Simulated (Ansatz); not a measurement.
Phonon dispersion of Cr$_{3}$Si$_{8}$Mo

Computed with Ansatz 0.2.0, DFT PBE, scalar-relativistic, plane waves, PAW. Settings: 420 eV plane-wave cutoff, Γ-centred 8×8×6 mesh, Fermi-Dirac smearing of 0.15 eV. No spin polarisation. Phonons by linear response, acoustic sum rule imposed.

The cell, relaxed at this level:
```
CELL_PARAMETERS angstrom
4.41588 0.00000 0.00000
0.00000 4.41588 0.00000
0.00000 0.00000 7.62971
ATOMIC_POSITIONS crystal
Cr 0.00000 0.50000 0.00000
Cr 0.50000 0.50000 0.50000
Cr 0.50000 0.00000 0.00000
Si 0.00000 0.50000 0.66813
Si 0.00000 0.00000 0.15853
Si 0.50000 0.50000 0.16195
Si 0.50000 0.00000 0.66813
Si 0.00000 0.50000 0.33187
Si 0.00000 0.00000 0.84147
Si 0.50000 0.50000 0.83805
Si 0.50000 0.00000 0.33187
Mo 0.00000 0.00000 0.50000
```

It was reached by relaxing an invented guess, and it needn't be the stable form of this composition. In a metal, frequencies and elastic constants depend on the k mesh and the smearing, soft modes and shear constants most. The q mesh is coarse, so values between its points are rough.

Force constants from linear response on a 2×2×1 q mesh.

**Question.** Is the structure dynamically stable on this mesh?

**Answer.** Yes, on this mesh: no mode is imaginary.

**Question.** Give the frequencies (cm⁻¹; i marks imaginary ones) at the irreducible q points, in fractions of the reciprocal vectors.

**Answer.**
| q | star | frequencies |
| --- | --- | --- |
| 0.000 0.000 0.000 | 1 | 0 0 0 204 204 206 206 231 231 242 245 245 273 282 282 283 298 298 304 306 313 313 328 333 333 338 338 377 388 402 402 403 407 407 422 475 |
| 0.000 -0.500 0.000 | 2 | 146 161 184 190 204 232 235 242 242 246 259 262 264 265 277 282 287 288 289 302 312 313 322 332 348 355 356 360 381 383 385 387 414 422 441 478 |
| -0.500 -0.500 0.000 | 1 | 213 213 216 222 228 229 233 236 236 245 245 252 261 267 273 273 278 278 280 280 293 300 300 314 321 321 332 349 362 362 376 393 452 452 458 499 |
